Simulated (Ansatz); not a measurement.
A geometry of CaC2 away from equilibrium: the start of the relaxation of a generated cell, CaC2 built in the AFLOW prototype AB2_oI6_71_a_g (as in MoPt2). Level of theory: r2SCAN (plane waves to 500 eV, PAW, scalar-relativistic; Ansatz, an electronic-structure program). Γ-centred k-mesh 10×10×10 on the run's cell (coarser than for final values), Fermi–Dirac smearing 0.05 eV.

```xyz
3
Lattice="-1.4158 2.0163 4.2475 1.4158 -2.0163 4.2475 1.4158 2.0163 -4.2475" Properties=species:S:1:pos:R:3 pbc="T T T"
Ca     0.0000     0.0000     0.0000
C      0.0000     0.0000     5.4935
C      0.0000     0.0000     3.0015
```

Problem. Which atoms carry the largest force, and which way does it point?

Solution. 1.50 eV/Å, on C2, C3 (atoms numbered as listed); on C2 its components are (0.00, 0.00, -1.50).

Problem. What is the pressure?

Solution. -11.9 GPa, compression positive.

Problem. How much energy per atom can still be gained by relaxing?

Solution. 2.89 eV/atom; the path ends in I4/mmm (No. 139).

No spin polarisation in the result.

The run could not lose the symmetry of its start.

The first start was generated by placing the elements on the sites of a structure type. Materials Project lists a structure of CaC2 in the same space group, I4/mmm (No. 139); the sites were not compared with it, nor with measured phases.
